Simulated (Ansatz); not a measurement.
Mg$_{2}$Ge:
```xyz
3
Lattice="0.0000 3.2105 3.2105 3.2105 0.0000 3.2105 3.2105 3.2105 0.0000" Properties=species:S:1:pos:R:3 pbc="T T T"
Ge     0.0000     0.0000     0.0000
Mg     1.6053     1.6053     1.6053
Mg     4.8158     4.8158     4.8158
```

Relaxed with PBE. Special points in fractions of this cell's reciprocal vectors: Γ (0.000, 0.000, 0.000); X (0.500, 0.000, 0.500); U (0.625, 0.250, 0.625); K (0.375, 0.375, 0.750); L (0.500, 0.500, 0.500); W (0.500, 0.250, 0.750).

Task: List the band energies nearest the valence-band maximum at these points for the program Ansatz at the PBE level (PAW).

Result: In eV from the valence-band maximum; about four levels below and three above (degenerate sets whole), none deeper than 8.9 eV; points with the same levels are listed once.

```csv
k,below,above
Γ,0.00 0.00 0.00,0.95 2.79 2.79 2.79
X,-8.02 -4.48 -1.98 -1.98,0.16 0.52 7.80 7.80
U,-8.04 -4.05 -3.46 -1.65,0.70 3.08 5.95
L,-8.46 -4.79 -0.73 -0.73,0.94 2.74 2.74
W,-7.99 -3.64 -3.64 -2.66,2.77 3.68 3.72 3.72
```

Space group Fm-3m (anti-fluorite). Symmetry was held in the PBE relaxation. Scalar-relativistic: spin–orbit coupling is off unless named, which matters more the heavier the elements.

Potentials: the later of the program's two PAW sets.
